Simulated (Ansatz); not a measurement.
# Structure relaxation, Sn

The start is a generated trial cell of Sn in the black-P structure type. A full variable-cell relaxation at zero pressure is run with PBE (plane waves to 420 eV, PAW, scalar-relativistic; Ansatz, an electronic-structure program). First-step values are on the input's coarse k-mesh.

Ansatz input (later rounds restart from its end on a renewed k-mesh):
Ansatz 0.2 input:
```yaml
crystal:
  lattice:
    - [1.966951, -6.219733, 0]
    - [1.966951, 6.219733, 0]
    - [0, 0, 5.195537]
  atoms:
    - { symbol: Sn, position: [0.39832, 0.60168, 0.58056] }
    - { symbol: Sn, position: [0.60168, 0.39832, 0.41944] }
    - { symbol: Sn, position: [0.89832, 0.10168, 0.91944] }
    - { symbol: Sn, position: [0.10168, 0.89832, 0.08056] }
basis: { ecutwfc: 420, ecutrho_ratio: 4, xc_grid: 2, fft_grid_basis: typed }
kpoints: { mp_grid: { grid: [9, 9, 6] } }
hamiltonian:
  xc: pbe
  dispersion: none
  pseudopotentials: { azcp: { folder: ./paw }, kind: paw }
scf: { occupations: { method: fermi_dirac, width: 0.05 } }
relax: { f_tol: 0.01, max_steps: 100, cell: { stress_tol: 0.02 } }
output: { forces: true, stress: true }
```

Task: How large is the pressure on the unrelaxed cell, and of which sign?

Result: +11.2 GPa (positive: the cell is compressed).

Task: How do the shortest distances between atoms change?

Result: The closest pairs of elements (up to four, under 3.6 Å), start → end: Sn–Sn 2.64 → 3.17 Å.

Task: Is the relaxed structure metallic? Give its gap.

Result: No gap (metallic).

Task: What does it relax into? Give the structure.

Result: 
Space group Fmmm (No. 69); a = 3.3620 Å, b = 5.7012 Å, c = 11.9352 Å, α = 90.00°, β = 90.00°, γ = 90.00°

| atom | site | symmetry | x | y | z |
|---|---|---|---|---|---|
| Sn | 8i | mm2 | 0.0000 | 0.0000 | 0.1328 |
(The calculation used a cell of 2 atoms; values per cell refer to that cell.)

Final values are on a 16×16×16 k-mesh of the relaxed cell. No spin polarisation in the result.

The run could not lower the symmetry of its start; a shaken copy of this end point relaxes with PBE to P2/m (No. 10) at a tolerance of 0.01 Å, P6/mmm (No. 191) at 0.1 Å, 0.04 eV/atom lower.

The relaxed structure here is a generated cell of Sn: the first start was made by placing the elements on the sites of a structure type, and the end was not matched to a known phase here, so it may be hypothetical. Known forms of Sn include space group No. 141, 227.
